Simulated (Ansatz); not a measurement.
## HfO2, first-principles data

HfO$_{2}$:
```
HfO2
1.0
    0.00000     2.52830     2.52830
    2.52830     0.00000     2.52830
    2.52830     2.52830     0.00000
Hf O
1 2
Direct
  0.00000   0.00000   0.00000
  0.75000   0.75000   0.75000
  0.25000   0.25000   0.25000
```

Space group Fm-3m (No. 225), fluorite; conventional cell a = b = c = 5.0566 Å, α = β = γ = 90.00°.

Method: HSE06 in the plane-wave PAW code Ansatz. The cell and atoms are relaxed at this level. Other levels are named where they apply.

Cell and energy:

- Volume per atom: 10.77 Å³
- Density: 10.81 g/cm³

Electronic structure:

Band gap: 5.41 eV (direct)
Valence-band maximum: at X
Conduction-band minimum: at X (3 equivalent valleys)
Gap with spin–orbit coupling: 5.42 eV (at the special points and the edges found without it)

Mechanics:

* **Bulk modulus (Birch–Murnaghan fit)**: 2710 kbar
* **Pressure derivative B′**: 4.1

Charges:

Bader charges: Hf +2.82, O -1.41 e

This is a known high-temperature phase of the composition, computed here at zero pressure and temperature. The HSE06 relaxation kept the symmetry of its start; its stability against distortions is not shown here. No spin polarisation was allowed. The hybrid was solved on a coarse mesh, the path and, where they were found, the r²SCAN edge points; its band edges are the extreme levels among these. Scalar-relativistic: spin–orbit coupling is off unless named, which matters more the heavier the elements.

Potentials: the earlier of the program's two PAW sets. The files were generated under PBE; for other functionals the program regenerates the frozen cores, and for LDA and PBEsol the local potential too.
